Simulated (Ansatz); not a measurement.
One crystal and one scan (scan of one atom of the cell) at two levels, PBE (plane waves to 420 eV, PAW, scalar-relativistic; Ansatz, a first-principles code) and r2SCAN (plane waves to 500 eV, PAW, scalar-relativistic; Ansatz), each from its own relaxed cell and on its own mesh. The cell shown is that of PBE.

ZnSe (zinc blende)

```yaml
crystal:
  lattice:
    - [0.00000, 2.86650, 2.86650]
    - [2.86650, 0.00000, 2.86650]
    - [2.86650, 2.86650, 0.00000]
  atoms:
    - { symbol: Se, position: [0.75000, 0.75000, 0.75000] }
    - { symbol: Zn, position: [0.00000, 0.00000, 0.00000] }
```

Scan: atom 1 (Se, nearest neighbour Zn at 2.482 Å; its periodic images, 4.1 Å or more away, move with it) is displaced along Cartesian x, direction (1.000, 0.000, 0.000) in Cartesian axes, by s. The other atoms stay.

E stands for the smeared free energy. ZnSe was relaxed with its symmetry unable to fall. Percentages come from the unrounded values.

Results of PBE:

Lattice constant a (Å): 5.733
Band gap of the relaxed cell, no spin-orbit coupling (eV): 1.15
Force constant k = d²E/ds² at s = 0 (finite differences) (eV/Å²): 4.98
Zone-centre optical wavenumber from k (transverse: no LO-TO term) (cm⁻¹): 194
Shape of the curve: a single well with its minimum at or next to zero displacement

Task: Estimate the r2SCAN values.

Result: 
| quantity | r2SCAN | PBE − r2SCAN |
|---|---|---|
| Lattice constant a (Å) | 5.665 | +0.068 (+1.2 %) |
| Band gap of the relaxed cell, no spin-orbit coupling (eV) | 1.87 | -0.72 (-38 %) |
| Force constant k = d²E/ds² at s = 0 (finite differences) (eV/Å²) | 5.49 | -0.51 (-9.4 %) |
| Zone-centre optical wavenumber from k (transverse: no LO-TO term) (cm⁻¹) | 204 | -10 (-5 %) |

PBE gives the higher value for: lattice constant a. PBE gives the lower value for: band gap of the relaxed cell, no spin-orbit coupling; force constant k = d²E/ds² at s = 0; zone-centre optical wavenumber from k. Both give the same shape of the curve: a single well with its minimum at or next to zero displacement.

(For displaced atoms, the force is minus the slope of the energy, and its curvature is a force constant, which sets phonon frequencies.)
